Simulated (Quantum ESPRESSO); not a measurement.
Band energies of MgO

```xyz
2
Lattice="0.0000 2.0970 2.0970 2.0970 0.0000 2.0970 2.0970 2.0970 0.0000" Properties=species:S:1:pos:R:3 pbc="T T T"
O      2.0970     2.0970     2.0970
Mg     0.0000     0.0000     0.0000
```

PBE (pw.x of Quantum ESPRESSO, ONCV potentials, no spin-orbit coupling); path ΓXWKΓLUWLK,UX; energies in eV from the valence-band maximum.

```csv
k (1/Å),point,band 4,band 5,band 6,band 7,band 8,band 9,band 10,band 11
0.00,Γ,-39.06,-17.25,0.00,0.00,0.00,4.89,16.04,16.04
0.54,,-39.07,-16.81,-1.74,-0.44,-0.44,6.99,12.63,16.99
1.07,,-39.09,-15.98,-3.62,-1.13,-1.13,9.71,9.92,13.73
1.50,X,-39.09,-15.67,-4.09,-1.35,-1.35,9.24,10.15,13.23
1.61,,-39.09,-15.67,-4.07,-1.40,-1.37,9.33,10.23,13.20
2.14,,-39.10,-15.61,-3.24,-2.66,-1.76,11.32,12.17,12.18
2.25,W,-39.10,-15.61,-2.96,-2.96,-1.78,11.77,11.77,12.35
2.78,K,-39.09,-15.65,-3.50,-2.72,-1.15,10.22,11.95,12.66
3.31,,-39.07,-15.99,-3.51,-2.00,-0.65,9.62,11.92,14.21
3.84,,-39.07,-16.82,-1.87,-0.53,-0.18,6.87,13.05,16.39
4.37,Γ,-39.06,-17.25,0.00,0.00,0.00,4.89,16.04,16.04
4.86,,-39.07,-16.86,-1.86,-0.22,-0.22,6.62,13.28,16.72
5.36,,-39.07,-16.10,-4.17,-0.58,-0.58,7.95,12.55,16.64
5.66,L,-39.07,-15.90,-4.64,-0.65,-0.65,8.02,12.76,16.49
5.87,,-39.07,-15.88,-4.55,-0.91,-0.70,8.35,12.69,15.70
6.38,,-39.08,-15.69,-3.61,-2.62,-1.03,10.25,12.23,12.84
6.58,U,-39.09,-15.65,-3.50,-2.72,-1.15,10.22,11.95,12.66
6.90,,-39.09,-15.62,-3.30,-2.72,-1.56,11.00,12.16,12.31
7.11,W,-39.10,-15.61,-2.96,-2.96,-1.78,11.77,11.77,12.35
7.40,,-39.09,-15.66,-3.44,-2.63,-1.39,11.00,11.99,12.72
7.88,,-39.08,-15.85,-4.45,-1.14,-0.75,8.65,12.63,15.15
8.17,L,-39.07,-15.90,-4.64,-0.65,-0.65,8.02,12.76,16.49
8.35,,-39.07,-15.88,-4.56,-0.86,-0.69,8.29,12.71,15.83
8.81,,-39.08,-15.71,-3.77,-2.40,-0.98,10.10,12.26,13.11
9.09,K,-39.09,-15.65,-3.50,-2.72,-1.15,10.22,11.95,12.66
9.09,U,-39.09,-15.65,-3.50,-2.72,-1.15,10.22,11.95,12.66
9.18,,-39.09,-15.64,-3.68,-2.41,-1.21,10.04,11.51,12.81
9.62,X,-39.09,-15.67,-4.09,-1.35,-1.35,9.24,10.15,13.23
```

The PBE gap is direct, 4.90 eV at Γ.

Geometry of the Materials Project entry, not relaxed at this level.
